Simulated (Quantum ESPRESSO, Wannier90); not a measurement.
Tight-binding from DFT: HfN (rock salt)

```xyz
2
Lattice="0.0000 2.2559 2.2559 2.2559 0.0000 2.2559 2.2559 2.2559 0.0000" Properties=species:S:1:pos:R:3 pbc="T T T"
Hf     0.0000     0.0000     0.0000
N      2.2559     2.2559     2.2559
```

Materials Project entry mp-2828; symmetrised, unrelaxed at this level. COD (Crystallography Open Database) has an entry of this formula and space group (matched by these alone). Level: PBEsol, no spin polarisation, no spin-orbit coupling; pw.x of Quantum ESPRESSO at 68 Ry with PseudoDojo potentials, 12×12×12 k-points, Wannier90. Density: 12×12×12 mesh, cold smearing 0.01 Ry. Spin-orbit coupling is left out although heavy elements are present.

A tight-binding model is made by disentanglement and projection with no localisation steps (num_iter = 0), so the 8 orbitals stay atom-like: hydrogen-like Hf: d; N: p, axes along x, y, z; frozen window up to 1.50 eV relative to the Fermi level. It follows pw.x to 3.3 meV rms for states up to 1.0 eV relative to the Fermi level. Matrix elements depend on this choice of orbitals and windows.

Task: What are the on-site energies relative to the Fermi level, and how fast do the hoppings decay?

Result: 
| atom | orbitals | energy (eV) |
|---|---|---|
| Hf1 | dz2 dx2-y2 | 4.61 |
| Hf1 | dxz dyz dxy | 1.48 |
| N2 | pz px py | -3.56 |

```csv
distance of the centres (Å),largest modulus (eV)
2–3,2.6
3–4,1.0
4–5,0.13
5–6,0.078
6–7,0.092
7–8,0.028
8–9,0.014
9–10,0.015
10–11,0.0095
11–12,0.0041
12–13,0.0026
```
